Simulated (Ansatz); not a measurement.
Consider the following.

LaLuO₃:
```yaml
crystal:
  lattice:
    - [4.19273, 0.00000, 0.00000]
    - [0.00000, 4.19273, 0.00000]
    - [0.00000, 0.00000, 4.19273]
  atoms:
    - { symbol: La, position: [0.00000, 0.00000, 0.00000] }
    - { symbol: Lu, position: [0.50000, 0.50000, 0.50000] }
    - { symbol: O, position: [0.00000, 0.50000, 0.50000] }
    - { symbol: O, position: [0.50000, 0.50000, 0.00000] }
    - { symbol: O, position: [0.50000, 0.00000, 0.50000] }
```

This is the PBEsol-relaxed structure.

Question: All from plane-wave PAW PBEsol (Ansatz code), unless another level is named. Estimate the electronic dielectric constant ε∞ (DFPT).

Answer: 5.93.

Question: Predict the Born charges (a third of the trace).

Answer: La +4.62, Lu +3.73, O -2.79 e.

Space group Pm-3m (cubic perovskite). The cell is a constructed one: a structure type filled with these elements; neither database checked (COD, Materials Project) lists it. Its standing as an ambient phase is unchecked. Symmetry was held in the PBEsol relaxation. At this level the phase is dynamically unstable (imaginary phonons). Scalar-relativistic: spin–orbit coupling is off unless named, which matters more the heavier the elements.

Potentials: the later of the program's two PAW sets.
